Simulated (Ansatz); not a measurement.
Input, command and steps of an Ansatz relaxation.

```yaml
crystal:
  lattice:
    - [6.684378, 0.0, 0.0]
    - [0.0, 6.684378, 0.0]
    - [0.0, 0.0, 6.684378]
  atoms:
    - { symbol: Si, position: [0.5, 0.5, 0.5] }
    - { symbol: Si, position: [0.0, 0.0, 0.0] }
    - { symbol: C, position: [0.75, 0.25, 0.25] }
    - { symbol: C, position: [0.25, 0.25, 0.75] }
    - { symbol: C, position: [0.75, 0.75, 0.75] }
    - { symbol: C, position: [0.25, 0.75, 0.25] }
    - { symbol: "N", position: [0.145541, 0.854459, 0.145541] }
    - { symbol: "N", position: [0.645541, 0.645541, 0.645541] }
    - { symbol: "N", position: [0.854459, 0.854459, 0.854459] }
    - { symbol: "N", position: [0.354459, 0.645541, 0.354459] }
    - { symbol: "N", position: [0.354459, 0.354459, 0.645541] }
    - { symbol: "N", position: [0.645541, 0.354459, 0.354459] }
    - { symbol: "N", position: [0.145541, 0.145541, 0.854459] }
    - { symbol: "N", position: [0.854459, 0.145541, 0.145541] }
basis:
  ecutwfc: 500
kpoints:
  mp_grid: { grid: [4, 4, 4] }
hamiltonian:
  xc: r2scan
scf:
  occupations: { method: gaussian, width: 0.02 }
output:
  forces: true
  stress: true
  eigenvalues: true
  write_density: true
  write_potential: true
  elf: true
  volumetric_format: npy
relax:
  adjacent_minimum: "off"
  f_tol: 0.005
  max_steps: 80
  cell: { stress_tol: 0.05 }
```

```bash
ansatz run input.yaml --threads 4 --pin off --max-ram 10240MiB --backend cpu --events-out ev --progress --plain --runs-dir out
```

These are results of DFT r2SCAN, scalar-relativistic, plane waves, PAW in Ansatz 0.2.0, not measurements.

Of 5 frames 4 are shown, positions in Å and forces in eV/Å; the SCF threshold varies from step to step. Steps run on the plane waves of an earlier cell, with a Pulay correction in the pressure. The basis is chosen afresh for the last frame, the zero of the energies, and at times for earlier ones too; energy and pressure can step there, also at an unchanged geometry. Where two frames share a geometry here, they differ by under 2 meV/atom and 0.3 GPa.

```xyz
14
Lattice="6.6844 0.0000 0.0000 0.0000 6.6844 0.0000 0.0000 0.0000 6.6844" Properties=species:S:1:pos:R:3:forces:R:3 pbc="T T T" step=1 free_energy_over_end_meV_per_atom=3.44 pressure_GPa=-2.45
Si    3.3422    3.3422    3.3422    0.0000    0.0000    0.0000
Si    0.0000    0.0000    0.0000    0.0000    0.0000    0.0000
C     5.0133    1.6711    1.6711    0.0000    0.0000    0.0000
C     1.6711    1.6711    5.0133    0.0000    0.0000    0.0000
C     5.0133    5.0133    5.0133    0.0000    0.0000    0.0000
C     1.6711    5.0133    1.6711    0.0000    0.0000    0.0000
N     0.9729    5.7115    0.9729    0.3357   -0.3357    0.3357
N     4.3150    4.3150    4.3150    0.3357    0.3357    0.3357
N     5.7115    5.7115    5.7115   -0.3357   -0.3357   -0.3357
N     2.3693    4.3150    2.3693   -0.3357    0.3357   -0.3357
N     2.3693    2.3693    4.3150   -0.3357   -0.3357    0.3357
N     4.3150    2.3693    2.3693    0.3357   -0.3357   -0.3357
N     0.9729    0.9729    5.7115    0.3357    0.3357   -0.3357
N     5.7115    0.9729    0.9729   -0.3357    0.3357    0.3357
14
Lattice="6.6532 0.0000 0.0000 0.0000 6.6532 0.0000 0.0000 0.0000 6.6532" Properties=species:S:1:pos:R:3:forces:R:3 pbc="T T T" step=2 free_energy_over_end_meV_per_atom=0.18 pressure_GPa=-0.53
Si    3.3266    3.3266    3.3266    0.0000    0.0000    0.0000
Si    0.0000    0.0000    0.0000    0.0000    0.0000    0.0000
C     4.9899    1.6633    1.6633    0.0000    0.0000    0.0000
C     1.6633    1.6633    4.9899    0.0000    0.0000    0.0000
C     4.9899    4.9899    4.9899    0.0000    0.0000    0.0000
C     1.6633    4.9899    1.6633    0.0000    0.0000    0.0000
N     0.9700    5.6832    0.9700   -0.0578    0.0578   -0.0578
N     4.2967    4.2967    4.2967   -0.0578   -0.0578   -0.0578
N     5.6832    5.6832    5.6832    0.0578    0.0578    0.0578
N     2.3566    4.2967    2.3566    0.0578   -0.0578    0.0578
N     2.3566    2.3566    4.2967    0.0578    0.0578   -0.0578
N     4.2967    2.3566    2.3566   -0.0578    0.0578    0.0578
N     0.9700    0.9700    5.6832   -0.0578   -0.0578    0.0578
N     5.6832    0.9700    0.9700    0.0578   -0.0578   -0.0578
14
Lattice="6.6415 0.0000 0.0000 0.0000 6.6415 0.0000 0.0000 0.0000 6.6415" Properties=species:S:1:pos:R:3:forces:R:3 pbc="T T T" step=3 free_energy_over_end_meV_per_atom=-0.07 pressure_GPa=0.00
Si    3.3207    3.3207    3.3207    0.0000    0.0000    0.0000
Si    0.0000    0.0000    0.0000    0.0000    0.0000    0.0000
C     4.9811    1.6604    1.6604    0.0000    0.0000    0.0000
C     1.6604    1.6604    4.9811    0.0000    0.0000    0.0000
C     4.9811    4.9811    4.9811    0.0000    0.0000    0.0000
C     1.6604    4.9811    1.6604    0.0000    0.0000    0.0000
N     0.9675    5.6739    0.9675   -0.0091    0.0091   -0.0091
N     4.2883    4.2883    4.2883   -0.0091   -0.0091   -0.0091
N     5.6739    5.6739    5.6739    0.0091    0.0091    0.0091
N     2.3532    4.2883    2.3532    0.0091   -0.0091    0.0091
N     2.3532    2.3532    4.2883    0.0091    0.0091   -0.0091
N     4.2883    2.3532    2.3532   -0.0091    0.0091    0.0091
N     0.9675    0.9675    5.6739   -0.0091   -0.0091    0.0091
N     5.6739    0.9675    0.9675    0.0091   -0.0091   -0.0091
14
Lattice="6.6413 0.0000 0.0000 0.0000 6.6413 0.0000 0.0000 0.0000 6.6413" Properties=species:S:1:pos:R:3:forces:R:3 pbc="T T T" step=5 free_energy_over_end_meV_per_atom=0.00 pressure_GPa=0.00
Si    3.3206    3.3206    3.3206    0.0000    0.0000    0.0000
Si    0.0000    0.0000    0.0000    0.0000    0.0000    0.0000
C     4.9809    1.6603    1.6603    0.0000    0.0000    0.0000
C     1.6603    1.6603    4.9809    0.0000    0.0000    0.0000
C     4.9809    4.9809    4.9809    0.0000    0.0000    0.0000
C     1.6603    4.9809    1.6603    0.0000    0.0000    0.0000
N     0.9674    5.6738    0.9674    0.0003   -0.0003    0.0003
N     4.2881    4.2881    4.2881    0.0003    0.0003    0.0003
N     5.6738    5.6738    5.6738   -0.0003   -0.0003   -0.0003
N     2.3532    4.2881    2.3532   -0.0003    0.0003   -0.0003
N     2.3532    2.3532    4.2881   -0.0003   -0.0003    0.0003
N     4.2881    2.3532    2.3532    0.0003   -0.0003   -0.0003
N     0.9674    0.9674    5.6738    0.0003    0.0003   -0.0003
N     5.6738    0.9674    0.9674   -0.0003    0.0003    0.0003
```

Time: 66 s on 4 threads of Intel(R) Xeon(R) Processor @ 2.50GHz (Skylake/Cascade Lake), on a shared host, peak memory 1.3 GiB.